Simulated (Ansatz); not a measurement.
Input file for Ansatz (a first-principles code):

Ansatz 0.2 input:
```yaml
crystal:
  lattice:
    - [6.2290613366, 0.0, 0.0]
    - [0.0, 6.2290613366, 0.0]
    - [0.0, 0.0, 3.645184142]
  atoms:
    - { symbol: Be, position: [0.3309340333, 0.6690659667, 0.0] }
    - { symbol: Be, position: [0.6690659667, 0.3309340333, 0.0] }
    - { symbol: Be, position: [0.8309340333, 0.8309340333, 0.5] }
    - { symbol: Be, position: [0.1690659667, 0.1690659667, 0.5] }
    - { symbol: Se, position: [0.3092140361, 0.3092140361, 0.0] }
    - { symbol: Se, position: [0.6907859639, 0.6907859639, 0.0] }
    - { symbol: Se, position: [0.1907859639, 0.8092140361, 0.5] }
    - { symbol: Se, position: [0.8092140361, 0.1907859639, 0.5] }
kpoints:
  mp_grid: { grid: [4, 4, 7] }
basis: { xc_grid: 2 }
hamiltonian:
  xc: pbesol
  pseudopotentials: { azcp: { folder: ./paw }, kind: paw }
scf:
  occupations: { method: fixed }
output:
  optics: { e_range: [0.0, 15.0], de: 0.05, sigma: 0.1, bands: { spectra_wanted_up_to: 12 eV } }
```

Output (shortened):

```
output.optics: the spectra are integrated over the Brillouin zone by k·p interpolation around the k-points, where levels, occupations, output.optics.sigma and …
Pseudopotential: Be, paw, valence charge 2
Pseudopotential: Se, paw, valence charge 16
Functional definition: PBEsol
Crystal: 8 atoms, lattice volume = 141.438 Å³
Basis set: ecut = 420 eV, 2737 PW (Γ), exchange–correlation on 90×90×50 points (8 copies of the dense FFT grid, shifted against one another)
Bands: 44, of which v1, the nominal top of the filled ones, is band 36 counted from 1 (35 counted from 0)
Symmetry: 16 space group operations
Space group: P42/mnm (ITA 136), of the structure as read, at distance tolerance 5.2e-5 Å
k-points: 24 of 112
SCF iter   1: F=—  HF=-22064.696010 eV  |F-HF|=—  |Δ(HF+E_count)|=         —  Δρ=3.54e-2  dr2=1.72e0  ethr=3.10e-3  ⟨swp⟩=4.8  Hψ=3588  notcnv=0  defer=105
preconditioner: auto → Resta (q_TF=auto, 2.438 Å⁻¹)
SCF iter   2: F=—  HF=-22064.350662 eV  |F-HF|=—  |Δ(HF+E_count)|=   3.45e-1  Δρ=2.04e-2  dr2=6.37e-1  ethr=2.38e-3  ⟨swp⟩=2.0  Hψ=1296  notcnv=0  defer=138
SCF iter   3: F=—  HF=-22064.174241 eV  |F-HF|=—  |Δ(HF+E_count)|=   1.76e-1  Δρ=2.68e-3  dr2=1.32e-2  ethr=8.85e-4  ⟨swp⟩=2.6  Hψ=1354  notcnv=0  defer=143
SCF iter   4: F=—  HF=-22064.170501 eV  |F-HF|=—  |Δ(HF+E_count)|=   3.74e-3  Δρ=1.70e-3  dr2=3.35e-3  ethr=1.83e-5  ⟨swp⟩=2.0  Hψ=1906  notcnv=0  defer=143
SCF iter   5: F=—  HF=-22064.173684 eV  |F-HF|=—  |Δ(HF+E_count)|=   3.18e-3  Δρ=3.06e-4  dr2=2.22e-4  ethr=4.65e-6  ⟨swp⟩=2.5  Hψ=1407  notcnv=0  defer=143
SCF iter   6: F=—  HF=-22064.173841 eV  |F-HF|=—  |Δ(HF+E_count)|=   1.57e-4  Δρ=6.65e-5  dr2=5.54e-6  ethr=3.09e-7  ⟨swp⟩=2.0  Hψ=1421  notcnv=0  defer=140
SCF iter   7: F=—  HF=-22064.173859 eV  |F-HF|=—  |Δ(HF+E_count)|=   1.83e-5  Δρ=1.26e-5  dr2=2.50e-7  ethr=7.69e-9  ⟨swp⟩=2.0  Hψ=1438  notcnv=0  defer=79
SCF iter   8: F=—  HF=-22064.173859 eV  |F-HF|=—  |Δ(HF+E_count)|=   4.91e-7  Δρ=2.69e-6  dr2=1.12e-8  ethr=3.47e-10  ⟨swp⟩=2.2  Hψ=1769  notcnv=0  defer=79
SCF iter  11: F=-22064.173859 eV  HF=-22064.173859 eV  |F-HF|=7.28e-12  |Δ(HF+E_count)|=  4.37e-11  Δρ=4.25e-8  dr2=1.96e-12  ethr=1.00e-12  ⟨swp⟩=10.8  Hψ=4043  notcnv=0
SCF 1 converged in 11 iterations: F = -22064.173859 eV  dr2 = 1.96e-12
NSCF: frozen V_eff on 24 k-points
Optics k sum: 0 of 24 k-points
Optics k sum: 2 of 24 k-points
Optics k sum: 3 of 24 k-points
Optics k sum: 4 of 24 k-points
Optics k sum: 5 of 24 k-points
Optics k sum: 6 of 24 k-points
Optics k sum: 8 of 24 k-points
Optics k sum: 9 of 24 k-points
Optics k sum: 10 of 24 k-points
Optics k sum: 11 of 24 k-points
Optics k sum: 12 of 24 k-points
Optics k sum: 14 of 24 k-points
Optics k sum: 15 of 24 k-points
Optics k sum: 16 of 24 k-points
Optics k sum: 17 of 24 k-points
Optics k sum: 18 of 24 k-points
Optics k sum: 20 of 24 k-points
Optics k sum: 21 of 24 k-points
Optics k sum: 22 of 24 k-points
Optics k sum: 23 of 24 k-points
Optics k sum: 24 of 24 k-points
Optics k sum: 0 of 24 k-points
Optics k sum: 2 of 24 k-points
Optics k sum: 3 of 24 k-points
Optics k sum: 4 of 24 k-points
Optics k sum: 5 of 24 k-points
Optics k sum: 6 of 24 k-points
Optics k sum: 8 of 24 k-points
Optics k sum: 9 of 24 k-points
Optics k sum: 10 of 24 k-points
Optics k sum: 11 of 24 k-points
Optics k sum: 12 of 24 k-points
Optics k sum: 14 of 24 k-points
Optics k sum: 15 of 24 k-points
Optics k sum: 16 of 24 k-points
Optics k sum: 17 of 24 k-points
Optics k sum: 18 of 24 k-points
Optics k sum: 20 of 24 k-points
Optics k sum: 21 of 24 k-points
Optics k sum: 22 of 24 k-points
Optics k sum: 23 of 24 k-points
Optics k sum: 24 of 24 k-points
NSCF: frozen V_eff on 1 k-points
NSCF: frozen V_eff on 1 k-points
NSCF: frozen V_eff on 1 k-points
output.optics: what the bands over the 74 summed would add to eps1, eps2 and the energy-loss function is held between a lower and an upper bound (6 Lanczos …
SCF converged after 11 iterations
Free energy (F): -22064.173859 eV
Harris-Foulkes:  -22064.173859 eV  (|F-HF|=7.28e-12)
Internal energy: -22064.173859 eV  (E = F + TS)
E sigma→0 (E₀):  -22064.173859 eV
Fermi energy:    6.137484 eV
--- Per-component energies (eV) ---
  E_band       = -1595.848570
  E_kinetic    = 526.605699
  E_local      = -11254.291338  (includes V_loc(G=0)·N_el)
  E_nonlocal   = -1397.521091
  E_hartree    = 5867.789407
  E_xc         = -419.214173
  E_vxc        = -444.433687  (∫ρ·V_xc dr)
  E_paw        = -8571.051543  (= ΣΔE_a)
  E_vpaw       = -761.785601  (= ΣTr[D̂ρ^β])
  E_aug_tail   = -0.001364  (compensation charges beyond the density's cutoff)
  E_ewald      = -6820.561389
  E_core_change = 4.071932  (= ΣΔE_core)
  E_smearing   =  0.000000  (= −TS)
  E_closure    =  0.000000  (closes the sum)
  Σ components = -22064.173859   (vs F -22064.173859, Δ=0.00e0)
  [band-id]    e_kinetic+e_local+e_nonlocal+2·e_hartree+e_vxc+e_vpaw+e_augmentation_tail = -1595.848568   (vs E_band -1595.848570, Δ=2.06e-6)
--- Band table (eV; the first three rows and the last of 24) ---
  k-point 0: bands = ["-40.5914", "-40.5905", "-40.5905", "-40.5903", "-40.5892", "-40.5892", "-40.5875", "-40.5875", "-40.5768", "-40.5766", "-40.5766", "-40.5756", "-40.5615", "-40.5614", "-40.5611", "-40.5611", "-40.5603", "-40.5599", "-40.5599", …
  k-point 1: bands = ["-40.5914", "-40.5905", "-40.5905", "-40.5904", "-40.5891", "-40.5890", "-40.5874", "-40.5874", "-40.5768", "-40.5766", "-40.5766", "-40.5756", "-40.5614", "-40.5613", "-40.5611", "-40.5611", "-40.5603", "-40.5599", "-40.5599", …
  k-point 2: bands = ["-40.5913", "-40.5906", "-40.5905", "-40.5905", "-40.5887", "-40.5887", "-40.5871", "-40.5871", "-40.5766", "-40.5766", "-40.5766", "-40.5758", "-40.5612", "-40.5611", "-40.5609", "-40.5609", "-40.5603", "-40.5600", "-40.5600", …
  k-point 23: bands = ["-40.5910", "-40.5910", "-40.5906", "-40.5906", "-40.5885", "-40.5885", "-40.5868", "-40.5868", "-40.5766", "-40.5766", "-40.5762", "-40.5762", "-40.5610", "-40.5610", "-40.5608", "-40.5608", "-40.5601", "-40.5601", "-40.5600", …
```

Cost: about 4 core-minutes (a rough figure) on shared cores.

Space group P4_2/mnm. The start of the workflow was typed in or built on a structure type; neither database checked (COD, Materials Project) lists it. COD files the formula under space group No. 216. Its standing as an ambient phase is unchecked. The PBEsol relaxation kept the symmetry of its start; whether a distortion lowers the energy is not shown. Spin–orbit coupling is left out wherever it is not named.

Potentials: the earlier of the program's two PAW sets. The files were generated under PBE; for other functionals the program regenerates the frozen cores, and for LDA and PBEsol the local potential too.

Ansatz is a plane-wave DFT program.
